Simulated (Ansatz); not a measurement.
Ti₄SnS₈:
```
Ti4SnS8
1.0
    6.84635     0.00000     0.00000
   -3.42317     5.92911     0.00000
    0.00000     0.00000     7.03426
Ti S Sn
4 8 1
Direct
  0.00000   0.00000   0.00000
  0.50000   0.50000   0.00000
  0.50000   0.00000   0.00000
  0.00000   0.50000   0.00000
  0.33335   0.16668   0.20553
  0.66667   0.33333   0.80131
  0.83332   0.66665   0.20553
  0.16668   0.83332   0.79447
  0.83332   0.16668   0.20553
  0.16668   0.33335   0.79447
  0.33333   0.66667   0.19869
  0.66665   0.83332   0.79447
  0.00000   0.00000   0.50000
```

Relaxed with r²SCAN.

### Question
Which orbitals make up the states near the Fermi level in DFT-r²SCAN in the program Ansatz with PAW potentials?

### Answer
Within 0.5 eV of the Fermi level: Ti 3d 79 %, S 3p 12 %. Projections are on Löwdin-orthogonalised atomic valence shells; empty p or d shells of many metals are not among them.

### Question
Tabulate the density of states.

### Answer
States/eV per cell of 13 atoms, in 0.25 eV bins, energy from the Fermi level.

| E (eV) | total | S 3p | Ti 3d | Sn 5p |
|---|---|---|---|---|
| -7.85 | 5.88 | 2.16 | 0.26 | 0.00 |
| -7.60 | 0.00 | 0.00 | 0.00 | 0.00 |
| -7.35 | 0.00 | 0.00 | 0.00 | 0.00 |
| -7.10 | 0.00 | 0.00 | 0.00 | 0.00 |
| -6.85 | 0.00 | 0.00 | 0.00 | 0.00 |
| -6.60 | 0.03 | 0.02 | 0.00 | 0.00 |
| -6.35 | 0.49 | 0.32 | 0.06 | 0.05 |
| -6.10 | 2.20 | 1.51 | 0.29 | 0.15 |
| -5.85 | 5.27 | 3.67 | 0.71 | 0.34 |
| -5.60 | 7.69 | 5.41 | 1.03 | 0.58 |
| -5.35 | 8.15 | 5.83 | 1.15 | 0.42 |
| -5.10 | 8.50 | 6.23 | 1.24 | 0.34 |
| -4.85 | 16.12 | 12.83 | 1.92 | 0.25 |
| -4.60 | 9.30 | 6.83 | 1.49 | 0.20 |
| -4.35 | 7.48 | 5.46 | 1.24 | 0.33 |
| -4.10 | 10.02 | 7.20 | 1.96 | 0.40 |
| -3.85 | 13.78 | 9.95 | 3.00 | 0.21 |
| -3.60 | 14.97 | 10.43 | 3.85 | 0.20 |
| -3.35 | 21.41 | 14.22 | 6.39 | 0.12 |
| -3.10 | 12.46 | 9.47 | 2.13 | 0.12 |
| -2.85 | 8.92 | 7.10 | 1.08 | 0.11 |
| -2.60 | 11.76 | 9.73 | 1.17 | 0.17 |
| -2.35 | 10.98 | 9.21 | 1.05 | 0.13 |
| -2.10 | 6.65 | 5.29 | 0.90 | 0.05 |
| -1.85 | 4.28 | 3.16 | 0.74 | 0.02 |
| -1.60 | 4.15 | 2.96 | 0.67 | 0.03 |
| -1.35 | 4.94 | 3.42 | 0.71 | 0.05 |
| -1.10 | 1.98 | 1.53 | 0.24 | 0.02 |
| -0.85 | 0.47 | 0.43 | 0.03 | 0.00 |
| -0.60 | 0.28 | 0.03 | 0.22 | 0.03 |
| -0.35 | 2.55 | 0.33 | 1.94 | 0.15 |
| -0.10 | 5.88 | 0.81 | 4.51 | 0.25 |
| 0.15 | 7.94 | 1.04 | 6.19 | 0.36 |
| 0.40 | 11.93 | 1.28 | 9.76 | 0.45 |
| 0.65 | 6.72 | 1.04 | 5.23 | 0.26 |
| 0.90 | 9.11 | 1.47 | 7.04 | 0.29 |
| 1.15 | 16.31 | 2.40 | 12.98 | 0.50 |
| 1.40 | 18.08 | 1.56 | 15.64 | 0.44 |
| 1.65 | 18.16 | 1.87 | 15.16 | 0.49 |
| 1.90 | 5.89 | 0.99 | 3.08 | 1.17 |
| 2.15 | 6.22 | 1.26 | 3.11 | 1.17 |
| 2.40 | 8.52 | 2.09 | 4.55 | 0.94 |
| 2.65 | 10.14 | 2.97 | 5.47 | 0.71 |
| 2.90 | 12.19 | 3.97 | 6.54 | 0.59 |
| 3.15 | 12.76 | 4.03 | 6.70 | 0.78 |
| 3.40 | 7.83 | 2.21 | 3.97 | 0.75 |
| 3.65 | 7.64 | 2.17 | 2.85 | 1.68 |
| 3.90 | 7.44 | 2.17 | 2.21 | 2.09 |
| 4.15 | 1.27 | 0.35 | 0.31 | 0.40 |
| 4.40 | 3.04 | 0.69 | 0.49 | 1.21 |
| 4.65 | 2.28 | 0.57 | 0.36 | 0.92 |
| 4.90 | 1.43 | 0.41 | 0.22 | 0.57 |

Space group P-3m1. The start of the workflow was typed in or built on a structure type; neither database checked (COD, Materials Project) lists it. Its standing as an ambient phase is unchecked. The r²SCAN relaxation kept the symmetry of its start; whether a distortion lowers the energy is not shown. The workflow began spin-polarised and lost its moments. Scalar-relativistic: spin–orbit coupling is off unless named, which matters more the heavier the elements.

Potentials: the earlier of the program's two PAW sets.
